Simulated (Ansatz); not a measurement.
Below is a relaxed structure of LiTaO2. The cell was found from a structure generator's guess, not taken from experiment.

These are results of Ansatz 0.2.0, DFT PBE, scalar-relativistic, plane waves, PAW, not measurements. Cutoff 420 eV, Γ-centred mesh, Gaussian smearing, no spin polarisation.

```xyz
4
Lattice="3.6194 -4.4503 0.0000 3.6194 4.4503 0.0000 0.0000 0.0000 3.0485" Properties=species:S:1:pos:R:3 pbc="T T T"
Li    0.0000    0.0000    0.0000
Ta    3.6194    0.0000    0.0000
O     5.4680    0.0000    0.0000
O     1.7707    0.0000    0.0000
```

The zero of energy is the elements' standard structures at the same level (O₂ as a molecule); no fitted shifts are applied.

Problem. Find its symmetry and describe it.

Solution. Cmmm (No. 65). Conventional cell: a = 7.239 Å, b = 8.901 Å, c = 3.049 Å. Li is surrounded by 2 O at 1.77 Å; Ta is surrounded by 2 O at 1.85 Å and 2 Ta at 3.05 Å; around O lie 1 Li at 1.77 Å and 1 Ta at 1.85 Å.

Problem. How far does it lie from the elements in energy?

Solution. −1.05 eV/atom.

Problem. Is it a metal?

Solution. Yes, bands cross the Fermi level on the 8×8×16 mesh.

The last run used an 8×8×16 mesh (in the run's order of axes) for its 4-atom cell and Gaussian smearing of 0.10 eV. No dispersion correction is applied, so the spacing and binding between layers, chains or molecules are poorly described. Spin–orbit coupling, which can matter for Ta, is left out. A structure relaxed within its symmetry needn't be a true minimum. Another cell of LiTaO2 relaxed alike, in R-3m, lies 1.09 eV/atom lower, so this cell isn't the stable form at this level.
